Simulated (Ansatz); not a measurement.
ReC:
```yaml
crystal:
  lattice:
    - [0.00000, 2.17336, 2.17336]
    - [2.17336, 0.00000, 2.17336]
    - [2.17336, 2.17336, 0.00000]
  atoms:
    - { symbol: Re, position: [0.00000, 0.00000, 0.00000] }
    - { symbol: C, position: [0.50000, 0.50000, 0.50000] }
```

This is the PBE-relaxed structure.

Problem. All from plane-wave PAW PBE (Ansatz code), unless another level is named. Predict the electronic character.

Solution. metallic (no gap).

Problem. Next, the formation energy from the elements (no fitted shifts)?

Solution. 0.92 eV/atom.

Problem. Give the density of states at the Fermi level.

Solution. 1.1 states/eV per atom (mean over ±0.08 eV).

Problem. Next, the gap with spin–orbit coupling?

Solution. none (metallic).

Space group Fm-3m (rock salt). The start of the workflow was typed in or built on a structure type; neither database checked (COD, Materials Project) lists it. Whether it is the stable phase at ambient conditions was not checked. The PBE relaxation kept the symmetry of its start; its stability against distortions is not shown here. The run is not spin-polarised. Its formation energy is positive at this level, so the cell may be metastable or incomplete. The references are the lowest solids computed at this level, not always the standard phases. Scalar-relativistic: spin–orbit coupling is off unless named, which matters more the heavier the elements.

Potentials: the earlier of the program's two PAW sets.
